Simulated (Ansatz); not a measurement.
Given:

BeS:
```
CELL_PARAMETERS angstrom
      3.45175     0.00000     0.00000
     -1.72587     2.98930     0.00000
      0.00000     0.00000     7.81096
ATOMIC_POSITIONS crystal
  Be 0.00000 0.50000 0.33333
  Be 0.50000 0.50000 0.66667
  Be 0.50000 0.00000 0.00000
  S  0.00000 0.50000 0.83333
  S  0.50000 0.50000 0.16667
  S  0.50000 0.00000 0.50000
```

This is the PBE-relaxed structure.

**Question.** All from DFT-PBE in the program Ansatz with PAW potentials, unless another level is named. Predict the smallest direct gap on the standard path.

**Answer.** 3.89 eV.

**Question.** What about the electron effective mass?

**Answer.** 0.28, 0.56, 0.61 mₑ (principal values).

**Question.** Next, the weight of the conduction-edge state by species (Voronoi cells)?

**Answer.** Be 58 %, S 42 %.

**Question.** Give the weight of the valence-edge state by species (Voronoi cells).

**Answer.** S 77 %, Be 23 %.

Space group P6_422. The start of the workflow was typed in or built on a structure type; neither database checked (COD, Materials Project) lists it. COD files the formula under space group No. 216, so this cell is another polymorph or a model. Its standing as an ambient phase is unchecked. Symmetry was held in the PBE relaxation; its stability against distortions is not shown here.

Potentials: the earlier of the program's two PAW sets.
